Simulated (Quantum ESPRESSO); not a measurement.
B3SiP3C, one run as intended and one with a planted mistake

Computed values, not a measurement. The program is pw.x of Quantum ESPRESSO 7.5 (plane-wave density functional theory). The cell is made up: 8 atoms on a zincblende/diamond lattice, with randomly drawn elements, strain and displacements, not relaxed. PseudoDojo standard norm-conserving files (v0.5 for PBE, v0.4.1 for LDA and PBEsol) set the functional; there is no spin polarisation, spin-orbit coupling or dispersion term, and the masses in the input are unused placeholders.

Intended input:

```
&control calculation='scf', pseudo_dir='./dojo.nc.sr.pbe.v0_5.standard.upf', outdir='./o', disk_io='low', tprnfor=.true., tstress=.true. /
&system ibrav=0, nat=8, ntyp=4, nbnd=22, ecutwfc=82.02448710, nosym=.true., tot_charge=0,
 occupations='smearing', smearing='fd', degauss=0.0018374661
/
&electrons conv_thr=7.350e-09, electron_maxstep=60, /
ATOMIC_SPECIES
B 1.0 B.upf
C 1.0 C.upf
P 1.0 P.upf
Si 1.0 Si.upf
CELL_PARAMETERS angstrom
4.5699 0.0224 -0.0379
0.0224 4.4654 0.0651
-0.0379 0.0651 4.568
ATOMIC_POSITIONS angstrom
B -0.0734 0.0765 -0.0677
B 0.0603 2.2238 2.3549
Si 2.2783 0.0504 2.2438
B 2.2979 2.2096 0.0382
P 1.2014 1.1722 1.0783
P 1.1327 3.3943 3.4895
C 3.4748 1.2282 3.377
P 3.3431 3.4195 1.1261
K_POINTS automatic
4 4 4 1 1 1
```

The log is shortened where brackets say so; the opening notice, blank lines, dates and the lines on written files are dropped, and the path of the files is cut. It prints rydbergs, bohrs and kilobars, and counts compression as positive stress. Where no state is partly filled, the Fermi energy that it prints is only some level between the filled and the empty states on the mesh, and need not lie in the true gap.

Log of the intended run:

```
     Program PWSCF v.7.5
     Parallel version (MPI & OpenMP), running on       4 processor cores
     Number of MPI processes:                 4
     Threads/MPI process:                     1
     [start-up lines left out]
     bravais-lattice index     =            0
     lattice parameter (alat)  =       8.6363  a.u.
     unit-cell volume          =     628.8665 (a.u.)^3
     number of atoms/cell      =            8
     number of atomic types    =            4
     number of electrons       =        32.00
     number of Kohn-Sham states=           22
     kinetic-energy cutoff     =      82.0245  Ry
     charge density cutoff     =     328.0979  Ry
     scf convergence threshold =      7.3E-09
     mixing beta               =       0.7000
     number of iterations used =            8  plain     mixing
     Exchange-correlation= PBE
                           (   1   4   3   4   0   0   0)
     [axes and pseudopotential details left out]
   Cartesian axes
     site n.     atom                  positions (alat units)
         1        B      tau(   1) = (  -0.0160609   0.0167392  -0.0148136  )
         2        B      tau(   2) = (   0.0131944   0.4865964   0.5152828  )
         3        Si     tau(   3) = (   0.4985217   0.0110282   0.4909726  )
         4        B      tau(   4) = (   0.5028104   0.4834892   0.0083587  )
         5        P      tau(   5) = (   0.2628820   0.2564926   0.2359461  )
         6        P      tau(   6) = (   0.2478495   0.7427170   0.7635480  )
         7        C      tau(   7) = (   0.7603315   0.2687461   0.7389316  )
         8        P      tau(   8) = (   0.7315138   0.7482311   0.2464053  )
     number of k points=    32  Fermi-Dirac smearing, width (Ry)=  0.0018
                       cart. coord. in units 2pi/alat
        k(    1) = (   0.1254216   0.1254898   0.1243100), wk =   0.0625000
        k(    2) = (   0.1275145   0.1218319   0.3744951), wk =   0.0625000
     [further k points left out]
     Dense  grid:    63077 G-vectors     FFT dimensions: (  50,  50,  50)
     Estimated max dynamical RAM per process >      93.47 MB
     Estimated total dynamical RAM >     327.69 MB
     Initial potential from superposition of free atoms
     starting charge      31.9982, renormalised to      32.0000
     Starting wfcs are   32 randomized atomic wfcs
     total cpu time spent up to now is        1.3 secs
     per-process dynamical memory:    68.6 Mb
     Self-consistent Calculation
     iteration #  1     ecut=    82.02 Ry     beta= 0.70
     Davidson diagonalization with overlap
     ethr =  1.00E-02,  avg # of iterations =  5.1
     total cpu time spent up to now is        2.9 secs
     total energy              =     -79.40179215 Ry
     estimated scf accuracy    <       0.48894567 Ry
     iteration #  2     ecut=    82.02 Ry     beta= 0.70
     Davidson diagonalization with overlap
     ethr =  1.53E-03,  avg # of iterations =  4.1
     total cpu time spent up to now is        4.3 secs
     total energy              =     -79.43988345 Ry
     estimated scf accuracy    <       0.35396003 Ry
     [iterations 3 to 9 left out]
     iteration # 10     ecut=    82.02 Ry     beta= 0.70
     Davidson diagonalization with overlap
     ethr =  2.43E-10,  avg # of iterations =  3.6
     total cpu time spent up to now is       15.6 secs
     total energy              =     -79.53648152 Ry
     estimated scf accuracy    <       0.00000004 Ry
     iteration # 11     ecut=    82.02 Ry     beta= 0.70
     Davidson diagonalization with overlap
     ethr =  1.14E-10,  avg # of iterations =  2.1
     total cpu time spent up to now is       16.6 secs
     End of self-consistent calculation
     [lines on levels left out]
     the Fermi energy is     9.4452 ev
!    total energy              =     -79.53648153 Ry
     estimated scf accuracy    <          2.0E-09 Ry
     smearing contrib. (-TS)   =      -0.00000000 Ry
     internal energy E=F+TS    =     -79.53648153 Ry
     The total energy is F=E-TS. E is the sum of the following terms:
     one-electron contribution =      24.58661920 Ry
     hartree contribution      =       5.96385896 Ry
     xc contribution           =     -27.31445261 Ry
     ewald contribution        =     -82.77250708 Ry
     convergence has been achieved in  11 iterations
     Forces acting on atoms (cartesian axes, Ry/au):
     atom    1 type  1   force =    -0.03452410    0.04384905   -0.04963750
     atom    2 type  1   force =    -0.09640202   -0.02198455    0.01948973
     atom    3 type  4   force =     0.13882409    0.16309944    0.25539521
     atom    4 type  1   force =     0.09149772    0.00289992   -0.10632988
     atom    5 type  3   force =    -0.23079293    0.09947408   -0.10274382
     atom    6 type  3   force =    -0.13702009   -0.09537260    0.10722867
     atom    7 type  2   force =     0.02942167   -0.00521667    0.03101791
     atom    8 type  3   force =     0.23899565   -0.18674867   -0.15442032
     Total force =     0.614249     Total SCF correction =     0.000046
     Computing stress (Cartesian axis) and pressure
          total   stress  (Ry/bohr**3)                   (kbar)     P=      128.29
   0.00058546  -0.00048396  -0.00025968           86.12      -71.19      -38.20
  -0.00048396   0.00113371  -0.00049374          -71.19      166.77      -72.63
  -0.00025968  -0.00049374   0.00089720          -38.20      -72.63      131.98
     init_run     :      1.20s CPU      1.25s WALL (       1 calls)
     electrons    :     15.26s CPU     15.33s WALL (       1 calls)
     forces       :      0.30s CPU      0.31s WALL (       1 calls)
     stress       :      0.97s CPU      0.97s WALL (       1 calls)
     [timing details left out]
     PWSCF        :     17.81s CPU     17.95s WALL
     JOB DONE.
```

A second run has one planted mistake: two atoms have their elements exchanged. The input lines that differ, file-writing options aside:

```
- B -0.0734 0.0765 -0.0677
+ P -0.0734 0.0765 -0.0677
- P 3.3431 3.4195 1.1261
+ B 3.3431 3.4195 1.1261
```

Its log:

```
     Program PWSCF v.7.5
     Parallel version (MPI & OpenMP), running on       4 processor cores
     Number of MPI processes:                 4
     Threads/MPI process:                     1
     [start-up lines left out]
     bravais-lattice index     =            0
     lattice parameter (alat)  =       8.6363  a.u.
     unit-cell volume          =     628.8665 (a.u.)^3
     number of atoms/cell      =            8
     number of atomic types    =            4
     number of electrons       =        32.00
     number of Kohn-Sham states=           22
     kinetic-energy cutoff     =      82.0245  Ry
     charge density cutoff     =     328.0979  Ry
     scf convergence threshold =      7.3E-09
     mixing beta               =       0.7000
     number of iterations used =            8  plain     mixing
     Exchange-correlation= PBE
                           (   1   4   3   4   0   0   0)
     [axes and pseudopotential details left out]
   Cartesian axes
     site n.     atom                  positions (alat units)
         1        P      tau(   1) = (  -0.0160609   0.0167392  -0.0148136  )
         2        B      tau(   2) = (   0.0131944   0.4865964   0.5152828  )
         3        Si     tau(   3) = (   0.4985217   0.0110282   0.4909726  )
         4        B      tau(   4) = (   0.5028104   0.4834892   0.0083587  )
         5        P      tau(   5) = (   0.2628820   0.2564926   0.2359461  )
         6        P      tau(   6) = (   0.2478495   0.7427170   0.7635480  )
         7        C      tau(   7) = (   0.7603315   0.2687461   0.7389316  )
         8        B      tau(   8) = (   0.7315138   0.7482311   0.2464053  )
     number of k points=    32  Fermi-Dirac smearing, width (Ry)=  0.0018
                       cart. coord. in units 2pi/alat
        k(    1) = (   0.1254216   0.1254898   0.1243100), wk =   0.0625000
        k(    2) = (   0.1275145   0.1218319   0.3744951), wk =   0.0625000
     [further k points left out]
     Dense  grid:    63077 G-vectors     FFT dimensions: (  50,  50,  50)
     Estimated max dynamical RAM per process >      93.47 MB
     Estimated total dynamical RAM >     327.69 MB
     Initial potential from superposition of free atoms
     starting charge      31.9982, renormalised to      32.0000
     Starting wfcs are   32 randomized atomic wfcs
     total cpu time spent up to now is        1.3 secs
     per-process dynamical memory:    68.6 Mb
     Self-consistent Calculation
     iteration #  1     ecut=    82.02 Ry     beta= 0.70
     Davidson diagonalization with overlap
     ethr =  1.00E-02,  avg # of iterations =  5.2
     total cpu time spent up to now is        2.8 secs
     total energy              =     -79.17717808 Ry
     estimated scf accuracy    <       0.72765979 Ry
     iteration #  2     ecut=    82.02 Ry     beta= 0.70
     Davidson diagonalization with overlap
     ethr =  2.27E-03,  avg # of iterations =  3.9
     total cpu time spent up to now is        4.3 secs
     total energy              =     -79.28805638 Ry
     estimated scf accuracy    <       0.65218942 Ry
     [iterations 3 to 10 left out]
     iteration # 11     ecut=    82.02 Ry     beta= 0.70
     Davidson diagonalization with overlap
     ethr =  1.96E-10,  avg # of iterations =  2.0
     total cpu time spent up to now is       16.5 secs
     total energy              =     -79.43957129 Ry
     estimated scf accuracy    <          9.7E-09 Ry
     iteration # 12     ecut=    82.02 Ry     beta= 0.70
     Davidson diagonalization with overlap
     ethr =  3.02E-11,  avg # of iterations =  2.9
     total cpu time spent up to now is       17.7 secs
     End of self-consistent calculation
     [lines on levels left out]
     the Fermi energy is     9.5680 ev
!    total energy              =     -79.43957129 Ry
     estimated scf accuracy    <          2.8E-10 Ry
     smearing contrib. (-TS)   =      -0.00000016 Ry
     internal energy E=F+TS    =     -79.43957113 Ry
     The total energy is F=E-TS. E is the sum of the following terms:
     one-electron contribution =      23.46649587 Ry
     hartree contribution      =       6.41970153 Ry
     xc contribution           =     -27.32743744 Ry
     ewald contribution        =     -81.99833109 Ry
     convergence has been achieved in  12 iterations
     Forces acting on atoms (cartesian axes, Ry/au):
     atom    1 type  3   force =    -0.21082250   -0.03186948    0.03461120
     atom    2 type  1   force =    -0.12686898    0.01713341   -0.02043333
     atom    3 type  4   force =     0.29509880   -0.01271908    0.06935844
     atom    4 type  1   force =     0.14041535    0.06364785   -0.03719061
     atom    5 type  3   force =    -0.12001636    0.20705095   -0.01203133
     atom    6 type  3   force =    -0.03056658   -0.19619894    0.01476821
     atom    7 type  2   force =    -0.01471310    0.05579734   -0.02500501
     atom    8 type  1   force =     0.06747335   -0.10284205   -0.02407757
     Total force =     0.545346     Total SCF correction =     0.000021
     Computing stress (Cartesian axis) and pressure
          total   stress  (Ry/bohr**3)                   (kbar)     P=      118.23
   0.00059762  -0.00030802   0.00020616           87.91      -45.31       30.33
  -0.00030802   0.00095643  -0.00065157          -45.31      140.70      -95.85
   0.00020616  -0.00065157   0.00085712           30.33      -95.85      126.09
     init_run     :      1.18s CPU      1.21s WALL (       1 calls)
     electrons    :     16.35s CPU     16.43s WALL (       1 calls)
     forces       :      0.30s CPU      0.31s WALL (       1 calls)
     stress       :      0.96s CPU      0.96s WALL (       1 calls)
     [timing details left out]
     PWSCF        :     18.87s CPU     19.02s WALL
     JOB DONE.
```

```
                                            intended run  run with the mistake
                          free energy (eV)     -1082.149             -1080.830
                    smearing term -TS (eV)        0.0000                0.0000
                            pressure (GPa)         12.83                 11.82
            largest force component (eV/Å)         6.566                 7.587
largest change of a force component (eV/Å)                               4.783
                                iterations            11                    12
```

For scale, a rerun of the intended cell at 1347 eV and a 6 x 6 x 6 mesh moved values by no more than 0.005 eV in energy, 0.03 GPa in stress and 0.004 eV/Å in force.